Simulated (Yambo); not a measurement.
Yambo run on Rb2KScF6 (space group Fm-3m, No. 225). The wavefunctions come from this Quantum ESPRESSO step (LDA, PseudoDojo standard norm-conserving files, scalar-relativistic):

```
&CONTROL
  calculation = 'nscf'
  pseudo_dir = './pseudo'
  outdir = './out'
/
&SYSTEM
  ibrav = 0
  nat = 10
  ntyp = 4
  ecutwfc = 84.0
  ecutrho = 336.0
  occupations = 'fixed'
  force_symmorphic = .true.
  nbnd = 287
/
&ELECTRONS
  conv_thr = 1e-08
  diago_full_acc = .true.
  diago_thr_init = 1e-08
/
ATOMIC_SPECIES
F 18.9984 F.upf
K 39.0983 K.upf
Sc 44.9559 Sc.upf
Rb 85.4678 Rb.upf
CELL_PARAMETERS angstrom
  0.000000000000   4.599440000000   4.599440000000
  4.599440000000   0.000000000000   4.599440000000
  4.599440000000   4.599440000000   0.000000000000
ATOMIC_POSITIONS crystal
F   0.778590000000   0.221410000000   0.221410000000
F   0.221410000000   0.778590000000   0.778590000000
F   0.221410000000   0.778590000000   0.221410000000
F   0.778590000000   0.221410000000   0.778590000000
F   0.221410000000   0.221410000000   0.778590000000
F   0.778590000000   0.778590000000   0.221410000000
K   0.500000000000   0.500000000000   0.500000000000
Sc   0.000000000000   0.000000000000   0.000000000000
Rb   0.750000000000   0.750000000000   0.750000000000
Rb   0.250000000000   0.250000000000   0.250000000000
K_POINTS automatic
2 2 2 0 0 0
```

Yambo input:

```
rim_cut
gw0
dyson
el_el_corr
HF_and_locXC
ppa
em1d
RandQpts= 1000000
RandGvec= 1 Ry
EXXRLvcs= 84 Ry
VXCRLvcs= 336 Ry
Chimod= "HARTREE"
% BndsRnXp
 2 | 284 |
%
NGsBlkXp= 7 Ry
% LongDrXp
 1.0 | 1.0 | 1.0 |
%
PPAPntXp= 27.2114 eV
% GbndRnge
 1 | 284 |
%
GTermKind= "BG"
DysSolver= "n"
ExtendOut
% QPkrange
 1 | 1 | 40 | 41 |
 2 | 2 | 40 | 41 |
 3 | 3 | 40 | 41 |
%
```

k points by index: 1 = Γ, 2 = L, 3 = X.

Table of the .qp output:

```
#    K-point    Band    Eo [eV]    E [eV]    E-Eo [eV]    Vxc [eV]    Vnlxc [eV]    Sc|Eo [eV]    Sc|E [eV]    dSc/dw|Eo [eV]    Re(Z)    Im(Z)
#
    1    40    0.000000    -2.315749    -2.315749    -22.07475    -29.85404    4.898401    5.463537    -6.640233    0.803841    -0.001227
    1    41    6.004404    7.556476    1.552071    -8.486081    -3.891104    -2.862179    -3.042905    -3.168401    0.895706    -0.644522E-3
    2    40    -0.078729    -2.406575    -2.327846    -21.87774    -29.65527    4.882701    5.449684    -6.627337    0.804148    -0.001177
    2    41    7.110470    10.21629    3.105815    -18.66217    -10.44088    -4.483387    -5.115469    -5.537386    0.830908    -0.002053
    3    40    -0.008803    -2.319667    -2.310864    -22.04154    -29.81051    4.894601    5.458106    -6.635062    0.803964    -0.001224
    3    41    7.059501    10.16706    3.107556    -18.22485    -9.937155    -4.558779    -5.180137    -5.440510    0.833375    -0.001681
```
(The two width columns are left out.) Convergence of these settings isn't established.

Geometry of the Materials Project entry, not relaxed at this level.

The structure is a Materials Project entry; no match was found in the copy of COD used, and its stability was not checked.
